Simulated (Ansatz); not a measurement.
PbF2 (fluorite): values from a third-order Birch-Murnaghan fit to a volume scan beside measured ones. Computed values: PBE (plane waves to 420 eV, PAW, scalar-relativistic; Ansatz, a first-principles code). PbF2 was relaxed with its symmetry unable to fall. Spin-orbit coupling is left out, though Pb is heavy.

```
quantity                reference                                    kind
----------------------  ---------  --------------------------------------
Lattice constant a (Å)       5.94  measured, room temperature or unstated
Bulk modulus B₀ (GPa)          64  measured, room temperature or unstated
```

References as given in: E. Cadelano, G. Cappellini, The European Physical Journal B (2011), arXiv:1107.5962. Values not taken to low temperature hold thermal and zero-point shifts that a static calculation lacks, so small differences there are no errors of the method.

**Question.** Estimate the PBE values and the sign and size of each difference.

**Answer.** 
```tsv
quantity	PBE	difference
Lattice constant a (Å)	6.001	+1.0 %
Bulk modulus B₀ (GPa)	66.5	+3.9 %
```



(Under strain, the slope of the energy per volume gives the stress and its curvature an elastic modulus.)
